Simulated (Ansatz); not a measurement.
Al (dhcp (α-La type), space group No. 194) at seven volumes, the program Ansatz at the LDA level (PAW), shape and atoms relaxed at each. One row is withheld.

| V (Å³/atom) | P (GPa) |
|---|---|
| 14.440 | 9.70 |
| 14.916 | 5.93 |
| 15.392 | 2.72 |
| 15.868 | 0.00 |
| 16.344 | ? |
| 16.821 | -4.23 |
| 17.297 | -5.84 |

Q: Fit the shown pressures and predict the withheld one.

A: P = (3/2)B₀(x^(7/2) − x^(5/2))[1 + (3/4)(B′ − 4)(x − 1)] with x = (V₀/V)^(2/3). Least squares on the six rows gives V₀ = 15.870 Å³/atom, B₀ = 82.8 GPa, B′ = 4.59. At V = 16.344, x = 0.9806 and P = -2.28 GPa. The run itself gave -2.30 GPa.

Space group P6_3/mmc (dhcp (α-La type)). The first step of the workflow began from a Materials Project structure, measured or hypothetical; the Crystallography Open Database copy checked does not list it. It is not the phase usual at ambient conditions (space group No. 225). The cell was relaxed with LDA under the symmetry of its start; its stability against distortions is not shown here.

Potentials: the later of the program's two PAW sets.
